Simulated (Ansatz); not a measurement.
Zn3Ni: frozen-core PAW against all-electron methods

```xyz
4
Lattice="-1.8066 1.8066 3.8760 1.8066 -1.8066 3.8760 1.8066 1.8066 -3.8760" Properties=species:S:1:pos:R:3 pbc="T T T"
Zn    0.0000    1.8066    1.9380
Zn    1.8066    0.0000    1.9380
Zn    0.0000    0.0000    3.8760
Ni    0.0000    0.0000    0.0000
```

Atom numbers follow the list: Zn1, Zn2, Zn3, Ni4.

Structure from Materials Project entry mp-971941 (possibly hypothetical), not relaxed further.

Spin polarisation is left out, and whether a magnetic state lies lower isn't shown here.

Methods: DFT, PBEsol, PAW with Ansatz's default frozen-core files, scalar-relativistic (Ansatz 0.2.0); DFT, PBEsol, all-electron PAW with datasets made for the crystal, scalar-relativistic (Ansatz 0.2.0); DFT, PBEsol, all-electron LAPW, scalar-relativistic (Ansatz 0.2.0).

For PAW: a Γ-centred 16×16×16 k mesh, Fermi–Dirac smearing of 0.05 eV, cutoff 420 eV, no spin polarisation; the PAW files were made with PBE, and the program remakes their frozen cores for this functional. The crystal-made all-electron datasets (AE datasets) take a cutoff of 300 eV at this cell. LAPW targets a basis error of 1 meV/atom. The Ansatz runs share mesh, smearing and spin set-up. Plane-wave (PAW) pressures include the program's estimate of the Pulay term.

Stress and pressure are positive in compression.

In a metal, gradients converge slowly with the k mesh: the values move by tens of per cent from one mesh to another, at times in sign, so only the comparison on one mesh counts.

Levels count from the Fermi level.

```tsv
quantity	PAW	AE datasets	LAPW
pressure (GPa)	-2.20	-2.18	-2.18
stress xx (GPa)	-2.08	-2.07	-2.08
stress zz (GPa)	-2.44	-2.40	-2.40
highest filled level at P (eV)	-0.816	-0.816	-0.816
lowest empty level at P (eV)	2.892	2.891	2.891
highest filled level at Γ (eV)	-1.197	-1.196	-1.196
lowest empty level at Γ (eV)	3.229	3.229	3.229
field gradient Vzz at Zn1 (10²¹ V/m²)	-2.23	?	–
field gradient Vzz at Zn3 (10²¹ V/m²)	3.42	3.41	–
field gradient Vzz at Ni4 (10²¹ V/m²)	?	?	–
```

Question: What belongs in the row "field gradient Vzz at Ni4 (10²¹ V/m²)", column "AE datasets"?

Answer: -1.37.

Question: What belongs in the row "field gradient Vzz at Ni4 (10²¹ V/m²)", column "PAW"?

Answer: -1.31.

Question: Give the missing entry: row "field gradient Vzz at Zn1 (10²¹ V/m²)", column "AE datasets".

Answer: -2.28.
